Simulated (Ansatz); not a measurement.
SiRu₂:
```
SiRu2
1.0
    5.26350     0.00000     0.00000
    0.00000     4.00561     0.00000
    0.00000     0.00000     7.38949
Si Ru
4 8
Direct
  0.29972   0.25000   0.90235
  0.70028   0.75000   0.09765
  0.20028   0.75000   0.40235
  0.79972   0.25000   0.59765
  0.51405   0.75000   0.78754
  0.48595   0.25000   0.21246
  0.98595   0.25000   0.28754
  0.01405   0.75000   0.71246
  0.83303   0.25000   0.93461
  0.16697   0.75000   0.06539
  0.66697   0.75000   0.43461
  0.33303   0.25000   0.56539
```

Relaxed with r²SCAN.

### Question
Map the electron localisation function on the plane through (0.300, 0.250, 0.902) spanned by u = [1, 0, 0] and v = [0, 0, 1] in lattice vectors, from r²SCAN in the plane-wave PAW code Ansatz.

### Answer
x is the fraction of u, y of v (the angle between them is 90°; rows are the nearest grid lines); atoms in the plane: Si at (0.00, 0.00), Si at (0.50, 0.70), Ru at (0.19, 0.31), Ru at (0.69, 0.39), Ru at (0.53, 0.03), Ru at (0.03, 0.66).
```
|@- :+*=: :*@@*=#@%=:+%@+ -@|
| .:+#*=:. :+#%%%*- .=##+.  |
|=+*##+-.. .:-++-:  .-+**===|
|%%#*+-:..::-==--::...:-+*#%|
|++=-:...:-=*####*=:...:-=++|
|--:.  .-+**+++*#%#+-.. ..--|
|@@@%+::=%%=  . .-**=: .=#@@|
|#*%@%=:+%%= :%: :+*=: .*@@#|
|- +@@+:=%@*:   .=**=: :*@%-|
|#*%@%=:=#%#=::-*##*=:..+%@#|
|###*-..:-=+*#%@%#+-::-::-+#|
|..:::..  ..:------:. .:-:..|
|:::::.    ....:=*#*+-. ::::|
|.  .:--:  .. .=%@%#%@*: .:.|
|.:+%@@@@*-::.:*@%: =@%=.::.|
|.=%@#*%@%=::::+%%*=#@%=:::.|
|:*@%- +@%=..:  -*%%%#=..:.:|
|.=%@#*%@#: .:.  :-+=-. .. .|
|.:+#%#*=. .::::::..     ...|
|**+=:. .:-:...:::.....:-=+*|
|%%%*=:::-:::=+**+:..:-=+*#%|
|-+#%#*=:..=%@%%@@#=:-*##+--|
| .:+#*=: :*@%=:+@%+:=#%*:  |
|@- :+*=: :*@@*=#@%=:+%@+ -@|
```
Scale: ten equal steps from 0.161 (start of ' ') to 0.702 (end of '@'), in the order ' .:-=+*#%@'; x runs from 0.000 to 1.00, y from 0.000 (bottom) to 1.00 (top).

The density is the valence pseudo-density with augmentation charge, so density and ELF within about 1 Å of a nucleus are not all-electron values.

Space group Pnma. The first step of the workflow began from a Materials Project structure, measured or hypothetical; the Crystallography Open Database copy checked does not list it. Its standing as an ambient phase is unchecked. Symmetry was held in the r²SCAN relaxation; its stability against distortions is not shown here. The run is not spin-polarised.

Potentials: the later of the program's two PAW sets.
